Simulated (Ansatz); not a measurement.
MgO:
```xyz
12
Lattice="5.5220 0.0000 0.0000 0.0000 5.5220 0.0000 0.0000 0.0000 5.5220" Properties=species:S:1:pos:R:3 pbc="T T T"
Mg     1.3805     0.0000     2.7610
Mg     4.1415     0.0000     2.7610
Mg     2.7610     4.1415     0.0000
Mg     2.7610     1.3805     0.0000
Mg     0.0000     2.7610     4.1415
Mg     0.0000     2.7610     1.3805
O      1.3805     2.7610     0.0000
O      4.1415     2.7610     0.0000
O      0.0000     4.1415     2.7610
O      0.0000     1.3805     2.7610
O      2.7610     0.0000     4.1415
O      2.7610     0.0000     1.3805
```

x, y and z are the axes in which the lattice vectors are written.

Problem. Give the high-frequency dielectric tensor and the Born effective charge tensors of the independent atoms from DFPT, LDA (plane waves, PAW; program Ansatz).

Solution. 
ε∞:
```
2.64  0.00  0.00
0.00  2.64  0.00
0.00  0.00  2.64
```
Z* of atom 1 (Mg), rows: field, columns: displacement, in e:
```
1.94  0.00  0.00
0.00  1.55  0.00
0.00  0.00  1.55
```
Z* of atom 7 (O), rows: field, columns: displacement, in e:
```
-1.89   0.00   0.00
 0.00  -1.58   0.00
 0.00   0.00  -1.58
```

Space group Pm-3n. The first step of the workflow began from a Materials Project structure, measured or hypothetical; the Crystallography Open Database copy checked does not list it. It is not the phase usual at ambient conditions (space group No. 225). The cell was relaxed with LDA under the symmetry of its start; its stability against distortions is not shown here.

Potentials: the later of the program's two PAW sets.
